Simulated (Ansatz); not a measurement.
**How the vibrations of SrC₂ change with volume**

All numbers below come from Ansatz, DFT LDA, scalar-relativistic, plane waves, PAW. Settings: 420 eV plane-wave cutoff, Γ-centred 10×10×10 mesh, fixed occupations. No spin polarisation. Phonons by linear response, acoustic sum rule imposed.

The cell, relaxed at this level:
```
CELL_PARAMETERS angstrom
-1.99570 1.99570 3.34222
1.99570 -1.99570 3.34222
1.99570 1.99570 -3.34222
ATOMIC_POSITIONS crystal
Sr 0.00000 0.00000 0.00000
C 0.40637 0.40637 0.00000
C 0.59363 0.59363 0.00000
```

Cells at 0.98 and 1.02 times the equilibrium volume were relaxed in shape and atoms; γ = −d ln ν / d ln V, modes matched by rank.

Question: Give the optical frequencies at Γ without the LO field (cm⁻¹) at the three volumes and the mode Grüneisen parameters.

Answer:
```tsv
0.98 V	V	1.02 V	γ	degeneracy
217	207	197	2.46	2
250	245	240	1.09	2
262	254	246	1.52	1
1896	1892	1888	0.11	1
```

Question: What pressures hold the two strained cells, and what bulk modulus follows?

Answer: 1.22 GPa at 0.98 V and -1.09 GPa at 1.02 V, so B = −dP/d ln V ≈ 58 GPa.

Question: How does the gap respond?

Answer: It is 1.19, 1.27 and 1.34 eV at 0.98, 1 and 1.02 V: dE_g/d ln V = 3.7 eV.

Question: And the dielectric constants (a third of the trace)?

Answer: ε∞: 3.87, 3.81, 3.76; ε0: 9.2, 9.5, 9.9, in order of rising volume.